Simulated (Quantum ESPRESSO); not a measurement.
# Computed records: Ge$_{6}$BN (made-up cell), Zn$_{3}$GaO$_{4}$ (made-up cell)

Computed with Quantum ESPRESSO 7.5. Calculation on a made-up crystal cell, not a measurement: periodic Kohn-Sham density functional theory in plane waves with PseudoDojo standard norm-conserving scalar-relativistic pseudopotentials, each functional with its own files (v0.5 for PBE, v0.4.1 for LDA and PBEsol), no spin polarisation, no spin-orbit coupling, atoms not relaxed, stress positive in tension, energies less a fixed whole-eV offset for each atom's element; levels are Kohn-Sham levels at fractions of this cell's reciprocal vectors, counted from the reference band (half the neutral cell's valence electrons, rounded up) at Gamma; error bars cover cutoff and k-mesh only, not smearing or the files; added strain carries the atoms with the cell, and shear is the tensor component; each bar is the largest change over components, and at least 0.002 eV, 0.002 eV per angstrom or 0.02 GPa; energies are for the whole cell, and the offsets were chosen from early runs and are not element reference energies.

Common to all runs: functional pbe; cutoff 1143 eV; fermi dirac smearing 0.1 eV; scf tolerance 1e-07 eV; electrons removed 0.

(1) Ge$_{6}$BN (made-up cell)

```cif
# cell vector a (Å): 5.6735 0.0000 0.0000
# cell vector b (Å): 0.0000 5.6735 0.0000
# cell vector c (Å): 0.0000 0.0000 5.6735
data_Ge6BN
_symmetry_space_group_name_H-M 'P 1'
_symmetry_Int_Tables_number 1
_cell_length_a 5.6735
_cell_length_b 5.6735
_cell_length_c 5.6735
_cell_angle_alpha 90.000
_cell_angle_beta 90.000
_cell_angle_gamma 90.000
_cell_volume 182.62
loop_
_atom_site_label
_atom_site_type_symbol
_atom_site_fract_x
_atom_site_fract_y
_atom_site_fract_z
_atom_site_occupancy
Ge1 Ge 0.99704 0.01121 0.01132 1
Ge2 Ge 0.01787 0.49964 0.49939 1
B1 B 0.48460 0.98419 0.51182 1
N1 N 0.50424 0.50616 0.00878 1
Ge3 Ge 0.22598 0.23144 0.24094 1
Ge4 Ge 0.23449 0.73785 0.74561 1
Ge5 Ge 0.74626 0.23936 0.76757 1
Ge6 Ge 0.73683 0.73757 0.25794 1
```

It was run with lattice type zincblende/diamond and k mesh 6 x 6 x 6, shifted by half a step.

The calculation gives: free energy less offsets 2.553 eV; smearing term minus ts -0.07915 eV; scf iterations 12; pressure -7.143 GPa; stress xx 7.485 GPa; stress yy 7.093 GPa; stress zz 6.851 GPa; stress yz -1.466 GPa; stress xz -3.034 GPa; stress xy -1.128 GPa; fermi level -0.1753 eV; reference band 46; error bar energy 0.003164 eV; error bar stress 0.02 GPa; error bar force 0.004377 eV/Å; error bar next band up 0.002 eV; error bar fermi level 0.003815 eV; error bars from tighter rerun of a related cell.

Atoms:
```
atoms element  atom site  atom energy offset (eV)
           Ge          1                    -2430
           Ge          2                    -2430
            B          3                      -79
            N          4                     -283
           Ge          5                    -2430
           Ge          6                    -2430
           Ge          7                    -2430
           Ge          8                    -2430
```

Forces:
```
site  x (eV/Å)  y (eV/Å)  z (eV/Å)
   1    -1.148    -2.366    -1.114
   2    -1.645    -1.192   -0.3873
   3   0.01889  -0.02071   -0.1146
   4    0.1614   -0.2792  -0.09783
   5      3.96     1.006     2.129
   6     3.014     1.698    0.8532
   7    -2.362    0.7096    -1.315
   8        -2    0.4442   0.04609
```

Levels:
```
level k point  next band up (eV)
        Gamma             0.1137
(1/2,1/2,1/2)            -0.2469
   (0.15,0,0)           -0.02116
   (0,0.15,0)            0.06046
   (0,0,0.15)            0.03974
```

(2) Ge$_{6}$BN (made-up cell)

```cif
# cell vector a (Å): 5.6735 0.0000 0.0000
# cell vector b (Å): 0.0000 5.6735 0.0000
# cell vector c (Å): 0.0000 0.0000 5.6735
data_Ge6BN
_symmetry_space_group_name_H-M 'P 1'
_symmetry_Int_Tables_number 1
_cell_length_a 5.6735
_cell_length_b 5.6735
_cell_length_c 5.6735
_cell_angle_alpha 90.000
_cell_angle_beta 90.000
_cell_angle_gamma 90.000
_cell_volume 182.62
loop_
_atom_site_label
_atom_site_type_symbol
_atom_site_fract_x
_atom_site_fract_y
_atom_site_fract_z
_atom_site_occupancy
Ge1 Ge 0.99704 0.01121 0.01132 1
Ge2 Ge 0.01787 0.49964 0.49939 1
B1 B 0.48460 0.98419 0.51182 1
N1 N 0.50424 0.50616 0.00878 1
Ge3 Ge 0.22598 0.23144 0.24094 1
Ge4 Ge 0.23449 0.73785 0.75040 1
Ge5 Ge 0.74626 0.23936 0.76757 1
Ge6 Ge 0.73683 0.73757 0.25794 1
```

Settings of this run: lattice type zincblende/diamond and k mesh 6 x 6 x 6, shifted by half a step.

Results for Ge$_{6}$BN (made-up cell): free energy less offsets 2.533 eV; smearing term minus ts -0.08084 eV; scf iterations 12; pressure -7.199 GPa; stress xx 7.557 GPa; stress yy 7.155 GPa; stress zz 6.885 GPa; stress yz -1.441 GPa; stress xz -2.867 GPa; stress xy -1.032 GPa; fermi level -0.1704 eV; reference band 46; error bar energy 0.003164 eV; error bar stress 0.02 GPa; error bar force 0.004377 eV/Å; error bar next band up 0.002 eV; error bar fermi level 0.003815 eV; error bars from tighter rerun of this cell.

Atoms:
```
atoms element  atom site  atom energy offset (eV)
           Ge          1                    -2430
           Ge          2                    -2430
            B          3                      -79
            N          4                     -283
           Ge          5                    -2430
           Ge          6                    -2430
           Ge          7                    -2430
           Ge          8                    -2430
```

Forces:
```
site  x (eV/Å)  y (eV/Å)  z (eV/Å)
   1    -1.183    -2.317    -1.053
   2    -1.538     -1.07   -0.2858
   3   0.01924  -0.01276   -0.1034
   4    0.1356    -0.254  -0.09311
   5     3.957    0.9996     2.157
   6     2.974     1.503    0.6442
   7    -2.362    0.7046    -1.337
   8    -2.002    0.4471   0.07191
```

Levels:
```
level k point  next band up (eV)
        Gamma              0.129
(1/2,1/2,1/2)            -0.2358
   (0.15,0,0)           -0.01152
   (0,0.15,0)            0.06607
   (0,0,0.15)            0.04543
```

(3) Zn$_{3}$GaO$_{4}$ (made-up cell)

```cif
# cell vector a (Å): 3.2666 -0.0506 -0.0187
# cell vector b (Å): -0.0876 5.4864 -0.0278
# cell vector c (Å): -0.0306 -0.0262 5.3560
data_Zn3GaO4
_symmetry_space_group_name_H-M 'P 1'
_symmetry_Int_Tables_number 1
_cell_length_a 3.2670
_cell_length_b 5.4872
_cell_length_c 5.3562
_cell_angle_alpha 90.565
_cell_angle_beta 90.651
_cell_angle_gamma 91.800
_cell_volume 95.96
loop_
_atom_site_label
_atom_site_type_symbol
_atom_site_fract_x
_atom_site_fract_y
_atom_site_fract_z
_atom_site_occupancy
Zn1 Zn 0.97383 0.98071 0.00033 1
Zn2 Zn 0.49687 0.50590 0.98907 1
Zn3 Zn 0.53071 0.16855 0.51434 1
Ga1 Ga 0.01599 0.68980 0.52279 1
O1 O 0.01448 0.01257 0.37555 1
O2 O 0.47875 0.50557 0.37623 1
O3 O 0.50605 0.16024 0.88596 1
O4 O 0.98260 0.67541 0.87572 1
```

It was run with lattice type wurtzite and k mesh 7 x 6 x 6, shifted by half a step.

Atoms:
```
atoms element  atom site  atom energy offset (eV)
           Zn          1                    -5687
           Zn          2                    -5687
           Zn          3                    -5687
           Ga          4                    -2080
            O          5                     -452
            O          6                     -452
            O          7                     -452
            O          8                     -452
```

**Q.** Zn$_{3}$GaO$_{4}$ (made-up cell) (entry 3): pressure?
**A.** 9.089 GPa

**Q.** Zn$_{3}$GaO$_{4}$ (made-up cell) (entry 3): stress yy?
**A.** -13.94 GPa

**Q.** Give the table of levels values for Zn$_{3}$GaO$_{4}$ (made-up cell) (entry 3).
**A.** 
Levels:
```
level k point  next band up (eV)
        Gamma              4.209
(1/2,1/2,1/2)              4.193
   (0.15,0,0)              4.834
   (0,0.15,0)              4.253
   (0,0,0.15)              4.073
```

Further results for Zn$_{3}$GaO$_{4}$ (made-up cell) (entry 3):

* free energy less offsets: 1.397 eV
* smearing term minus ts: -0.02669 eV
* scf iterations: 11
* stress xx: -6.017 GPa
* stress zz: -7.309 GPa
* stress yz: -2.227 GPa
* stress xz: 0.3034 GPa
* stress xy: -0.4788 GPa
* fermi level: 3.01 eV
* reference band: 49
* error bar energy: 0.003783 eV
* error bar stress: 0.0486 GPa
* error bar force: 0.0188 eV/Å
* error bar next band up: 0.002 eV
* error bar fermi level: 0.0485 eV
* error bars from: tighter rerun of this cell

Forces:
```
site  x (eV/Å)  y (eV/Å)  z (eV/Å)
   1    0.4932      2.78     1.103
   2   -0.5996   -0.8716    0.8337
   3   -0.2211     0.331  0.008606
   4   -0.3084   -0.7364    -1.666
   5  0.007073   -0.5954    0.1768
   6    0.3864    0.8657     0.348
   7   -0.4959    0.2103   -0.1569
   8    0.7383    -1.983   -0.6479
```
